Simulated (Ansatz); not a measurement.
**Equation of state of Hf from a dense series**

```xyz
2
Lattice="3.1967 0.0000 0.0000 -1.5983 2.7684 0.0000 0.0000 0.0000 5.0578" Properties=species:S:1:pos:R:3 pbc="T T T"
Hf    0.0000    1.8456    1.2645
Hf    1.5983    0.9228    3.7934
```

Atom numbers follow the list: Hf1, Hf2.

Conventional cell: a = 3.197 Å, b = 3.197 Å, c = 5.058 Å, α = 90.00°, β = 90.00°, γ = 120.00°. Around Hf (atom 1) lie 12 Hf at 3.13 to 3.20 Å.

The geometry is COD entry 9008501, unchecked; take it as a test cell.

No spin–orbit coupling, which matters for the heavy atoms here.

Theory: DFT, PBEsol, all-electron LAPW, scalar-relativistic (Ansatz 0.2.0).

The runs use a Γ-centred 13×13×7 k mesh, Fermi–Dirac smearing of 0.05 eV, basis error target 0.5 meV/atom, no spin polarisation.

The cell is scaled evenly. Fractional coordinates are held (clamped ions).

```csv
V (Å³/atom),P (GPa)
21.037,3.27
21.485,0.73
21.933,-1.59
22.156,-2.67
22.380,-3.70
22.604,-4.69
22.828,-5.64
23.275,-7.40
```

(1) Fit a third-order Birch–Murnaghan curve to the pressures.

(2) Predict the pressure at the withheld volume, 23.723 Å³/atom.

Answers

(1) P = (3B0/2)(y^(7/2) − y^(5/2))[1 + (3/4)(B0′ − 4)(y − 1)] with y = (V0/V)^(2/3) fits within 0.01 GPa for V0 = 21.622 Å³/atom, B0 = 113.9 GPa and B0′ = 3.41.

(2) There y = 0.9400, so the fit gives -9.01 GPa; the run gave -9.01 GPa.
